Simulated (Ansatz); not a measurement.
CaGaGeH:
```
CELL_PARAMETERS angstrom
      4.10200     0.00000     0.00000
     -2.05100     3.55243     0.00000
      0.00000     0.00000     4.65287
ATOMIC_POSITIONS crystal
  Ca 0.33333 0.66667 0.99694
  Ga 0.00000 0.00000 0.56262
  Ge 0.66667 0.33333 0.42354
  H  0.00000 0.00000 0.93569
```

x, y and z are the axes in which the lattice vectors are written.

Problem. Give the high-frequency dielectric tensor and the Born effective charge tensors of the independent atoms from DFPT, the program Ansatz at the PBEsol level (PAW).

Solution. 
ε∞:
```
18.3  0.00  0.00
0.00  18.3  0.00
0.00  0.00  14.2
```
Z* of atom 1 (Ca), rows: field, columns: displacement, in e:
```
2.32  0.00  0.00
0.00  2.32  0.00
0.00  0.00  2.63
```
Z* of atom 2 (Ga), rows: field, columns: displacement, in e:
```
1.52  0.00  0.00
0.00  1.52  0.00
0.00  0.00  1.13
```
Z* of atom 3 (Ge), rows: field, columns: displacement, in e:
```
-2.41   0.00   0.00
 0.00  -2.41   0.00
 0.00   0.00  -1.95
```
Z* of atom 4 (H), rows: field, columns: displacement, in e:
```
-1.43   0.00   0.00
 0.00  -1.43   0.00
 0.00   0.00  -1.81
```

Static charges for comparison (Bader): Ca1 +1.35, Ga2 +0.13, Ge3 -0.94, H4 -0.55 e. Born charges measure polarisation by displacement and can exceed these by far.

Space group P3m1. The first step of the workflow began from a Materials Project structure, measured or hypothetical; the Crystallography Open Database files this formula in space group No. 156, but the cells were not matched. Whether it is the stable phase at ambient conditions was not checked. The PBEsol relaxation kept the symmetry of its start; whether a distortion lowers the energy is not shown. Scalar-relativistic: spin–orbit coupling is off unless named, which matters more the heavier the elements.

Potentials: the later of the program's two PAW sets.
